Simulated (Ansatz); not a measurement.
A relaxation computed with Ansatz, from input to last step.

```yaml
crystal:
  lattice:
    - [-2.0976383083, 3.3553448427, 3.5559546345]
    - [2.0976383083, -3.3553448427, 3.5559546345]
    - [2.0976383083, 3.3553448427, -3.5559546345]
  atoms:
    - { symbol: Al, position: [0.214, 0.162, 0.052] }
    - { symbol: Al, position: [0.61, 0.162, 0.448] }
    - { symbol: Al, position: [0.786, 0.838, 0.948] }
    - { symbol: Al, position: [0.39, 0.838, 0.552] }
    - { symbol: Si, position: [0.796, 0.546, 0.25] }
    - { symbol: Si, position: [0.204, 0.454, 0.75] }
basis:
  ecutwfc: 420
kpoints:
  mp_grid: { grid: [6, 6, 6] }
hamiltonian:
  xc: pbe
scf:
  occupations: { method: gaussian, width: 0.1 }
  lower_state_search: "off"
output:
  forces: true
  stress: true
  eigenvalues: true
relax:
  adjacent_minimum: "off"
  f_tol: 0.04
  max_steps: 70
  cell: { stress_tol: 0.4 }
```

```bash
ansatz run input.yaml --threads 1 --pin off --max-ram 2560MiB --backend cpu --events-out ev --progress --plain --runs-dir out
```

Level of theory: DFT PBE, scalar-relativistic, plane waves, PAW (Ansatz).

Of 29 frames 10 are shown, positions in Å and forces in eV/Å; the SCF threshold varies from step to step. Steps run on the plane waves of an earlier cell, with a Pulay correction in the pressure. The basis is chosen afresh for the last frame, the zero of the energies, and at times for earlier ones too; energy and pressure step there, also at an unchanged geometry. Here that happened at steps 19 (-12 meV/atom, 0.4 GPa), 29 (-2 meV/atom, 0.1 GPa); the frames before carry an error of that size.

```xyz
6
Lattice="-2.0976 3.3553 3.5560 2.0976 -3.3553 3.5560 2.0976 3.3553 -3.5560" Properties=species:S:1:pos:R:3:forces:R:3 pbc="T T T" step=1 free_energy_over_end_meV_per_atom=336.93 pressure_GPa=7.24
Al    0.0000    0.3490    1.1521    0.0000   -0.3249    0.0747
Al    0.0000    3.0064    1.1521    0.0000    0.3249    0.0747
Al    2.0976    3.0064    2.4038    0.0000    0.3249   -0.0747
Al    2.0976    0.3490    2.4038    0.0000   -0.3249   -0.0747
Si    0.0000    1.6777    3.8831    0.0000    0.0000    0.0403
Si    2.0976    1.6777   -0.3271    0.0000    0.0000   -0.0403
6
Lattice="-2.2226 2.9339 3.9233 2.2226 -2.9339 3.9233 2.2226 2.9339 -3.9233" Properties=species:S:1:pos:R:3:forces:R:3 pbc="T T T" step=4 free_energy_over_end_meV_per_atom=149.42 pressure_GPa=-0.54
Al    0.0000    0.1067    1.2888    0.0000   -0.2468   -0.0029
Al    0.0000    2.8273    1.2888    0.0000    0.2468   -0.0029
Al    2.2226    2.8273    2.6345    0.0000    0.2468    0.0029
Al    2.2226    0.1067    2.6345    0.0000   -0.2468    0.0029
Si    0.0000    1.4670    4.1878    0.0000    0.0000    0.0919
Si    2.2226    1.4670   -0.2644    0.0000    0.0000   -0.0919
6
Lattice="-2.1850 2.6948 4.2405 2.1850 -2.6948 4.2405 2.1850 2.6948 -4.2405" Properties=species:S:1:pos:R:3:forces:R:3 pbc="T T T" step=7 free_energy_over_end_meV_per_atom=105.84 pressure_GPa=1.27
Al    0.0000    0.0403    1.3463    0.0000   -0.0523   -0.0490
Al    0.0000    2.6545    1.3463    0.0000    0.0523   -0.0490
Al    2.1850    2.6545    2.8942    0.0000    0.0523    0.0490
Al    2.1850    0.0403    2.8942    0.0000   -0.0523    0.0490
Si    0.0000    1.3474    4.6634    0.0000    0.0000    0.0209
Si    2.1850    1.3474   -0.4229    0.0000    0.0000   -0.0209
6
Lattice="-2.1622 2.6874 4.3807 2.1622 -2.6874 4.3807 2.1622 2.6874 -4.3807" Properties=species:S:1:pos:R:3:forces:R:3 pbc="T T T" step=10 free_energy_over_end_meV_per_atom=100.07 pressure_GPa=0.22
Al    0.0000    0.0394    1.3690    0.0000   -0.0249    0.0000
Al    0.0000    2.6480    1.3690    0.0000    0.0249    0.0000
Al    2.1622    2.6480    3.0117    0.0000    0.0249    0.0000
Al    2.1622    0.0394    3.0117    0.0000   -0.0249    0.0000
Si    0.0000    1.3437    4.8792    0.0000    0.0000   -0.0084
Si    2.1622    1.3437   -0.4985    0.0000    0.0000    0.0084
6
Lattice="-2.0059 2.7636 4.6471 2.0059 -2.7636 4.6471 2.0059 2.7636 -4.6471" Properties=species:S:1:pos:R:3:forces:R:3 pbc="T T T" step=13 free_energy_over_end_meV_per_atom=87.71 pressure_GPa=0.85
Al    0.0000    0.1035    1.4238    0.0000   -0.3175   -0.2657
Al    0.0000    2.6600    1.4238    0.0000    0.3175   -0.2657
Al    2.0059    2.6600    3.2233    0.0000    0.3175    0.2657
Al    2.0059    0.1035    3.2233    0.0000   -0.3175    0.2657
Si    0.0000    1.3818    5.3123    0.0000    0.0000   -0.1808
Si    2.0059    1.3818   -0.6652    0.0000    0.0000    0.1808
6
Lattice="-1.9736 2.8437 4.5286 1.9736 -2.8437 4.5286 1.9736 2.8437 -4.5286" Properties=species:S:1:pos:R:3:forces:R:3 pbc="T T T" step=17 free_energy_over_end_meV_per_atom=65.50 pressure_GPa=-0.23
Al    0.0000    0.0646    1.3619    0.0000   -0.0651   -0.0302
Al    0.0000    2.7791    1.3619    0.0000    0.0651   -0.0302
Al    1.9736    2.7791    3.1667    0.0000    0.0651    0.0302
Al    1.9736    0.0646    3.1667    0.0000   -0.0651    0.0302
Si    0.0000    1.4219    4.8581    0.0000    0.0000    0.0807
Si    1.9736    1.4219   -0.3296    0.0000    0.0000   -0.0807
6
Lattice="-1.9534 2.8141 4.6301 1.9534 -2.8141 4.6301 1.9534 2.8141 -4.6301" Properties=species:S:1:pos:R:3:forces:R:3 pbc="T T T" step=20 free_energy_over_end_meV_per_atom=48.82 pressure_GPa=0.22
Al    0.0000    0.0569    1.3756    0.0000    0.0026    0.0050
Al    0.0000    2.7572    1.3756    0.0000   -0.0026    0.0050
Al    1.9534    2.7572    3.2545    0.0000   -0.0026   -0.0050
Al    1.9534    0.0569    3.2545    0.0000    0.0026   -0.0050
Si    0.0000    1.4070    4.9789    0.0000    0.0000   -0.0348
Si    1.9534    1.4070   -0.3487    0.0000    0.0000    0.0348
6
Lattice="-1.8579 2.7746 4.8971 1.8579 -2.7746 4.8971 1.8579 2.7746 -4.8971" Properties=species:S:1:pos:R:3:forces:R:3 pbc="T T T" step=23 free_energy_over_end_meV_per_atom=36.67 pressure_GPa=1.40
Al    0.0000    0.0068    1.3996    0.0000   -0.3576    0.2826
Al    0.0000    2.7678    1.3996    0.0000    0.3576    0.2826
Al    1.8579    2.7678    3.4975    0.0000    0.3576   -0.2826
Al    1.8579    0.0068    3.4975    0.0000   -0.3576   -0.2826
Si    0.0000    1.3873    4.7713    0.0000    0.0000    0.3865
Si    1.8579    1.3873    0.1258    0.0000    0.0000   -0.3865
6
Lattice="-1.7452 2.7856 5.3114 1.7452 -2.7856 5.3114 1.7452 2.7856 -5.3114" Properties=species:S:1:pos:R:3:forces:R:3 pbc="T T T" step=26 free_energy_over_end_meV_per_atom=3.94 pressure_GPa=-0.38
Al    0.0000   -0.0228    1.5378    0.0000    0.1625    0.0160
Al    0.0000    2.8083    1.5378    0.0000   -0.1625    0.0160
Al    1.7452    2.8083    3.7735    0.0000   -0.1625   -0.0160
Al    1.7452   -0.0228    3.7735    0.0000    0.1625   -0.0160
Si    0.0000    1.3928    5.2943    0.0000    0.0000   -0.0008
Si    1.7452    1.3928    0.0170    0.0000    0.0000    0.0008
6
Lattice="-1.7533 2.7682 5.2834 1.7533 -2.7682 5.2834 1.7533 2.7682 -5.2834" Properties=species:S:1:pos:R:3:forces:R:3 pbc="T T T" step=29 free_energy_over_end_meV_per_atom=0.00 pressure_GPa=0.16
Al    0.0000    0.0040    1.5361    0.0000   -0.0170   -0.0243
Al    0.0000    2.7642    1.5361    0.0000    0.0170   -0.0243
Al    1.7533    2.7642    3.7473    0.0000    0.0170    0.0243
Al    1.7533    0.0040    3.7473    0.0000   -0.0170    0.0243
Si    0.0000    1.3841    5.2954    0.0000    0.0000   -0.0378
Si    1.7533    1.3841   -0.0120    0.0000    0.0000    0.0378
```

The start puts this composition into another compound's structure type, which needn't suit it. At the end the space group is Cmmm (tolerance 0.05 Å).

Time: 2.4 min on 1 thread of Arm Neoverse V1, with other jobs on the host, peak memory 0.42 GiB.

The k mesh is coarse.